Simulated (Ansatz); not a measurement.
Data:

CaF$_{2}$ (fluorite) is sheared across one {100} plane: the third cell vector gains the shift, so faults repeat every 8.3 Å. The cut lies between planes 1.38 Å apart; the cell height is held.

```
CELL_PARAMETERS angstrom
      3.89687     0.00000     0.00000
      0.00000     3.89687     0.00000
      1.94844     1.94844     8.26652
ATOMIC_POSITIONS crystal
  Ca 0.00000 0.00000 0.91667
  Ca 0.33333 0.33333 0.25000
  Ca 0.66667 0.66667 0.58333
  F  0.91667 0.41667 0.08333
  F  0.25000 0.75000 0.41667
  F  0.58333 0.08333 0.75000
  F  0.41667 0.91667 0.08333
  F  0.75000 0.25000 0.41667
  F  0.08333 0.58333 0.75000
```

In-plane vectors a = (3.897, 0.000) Å, b = (0.000, 3.897) Å, area 15.19 Å². The shift is s times the vector a (length 3.897 Å), so s = 1 restores the start. Atoms relax along the normal only. γ = [E(shift) − E(0)] / area.

The numbers are results of PBE (plane waves to 420 eV, PAW, scalar-relativistic; Ansatz, a program for electronic structure), not measurements. k mesh 7×7×7 (Γ-centred), Fermi-Dirac smearing 0.05 eV. E is the zero-smearing estimate. Some relaxations began with atoms very close together and may have settled on another branch. Faults lie only 8.3 Å apart, and holding the cell height raises γ above its relaxed value. CaF2 was relaxed with its symmetry unable to fall. The PAW data are Ansatz's earlier set. The zero of γ is zero shift.

The scan covers s from 0.000 to 0.917 in 12 points.

Task: Does γ have a local minimum between the ends of the line, and at which s?

Result: No computed point is one.

Task: At which s is γ highest?

Result: s = 0.500.

Task: What is the highest γ among twelve even steps of s?

Result: 1111 mJ/m².

(The slope of γ gives the shear force per area between the displaced halves; near zero shift its curvature is an elastic stiffness.)
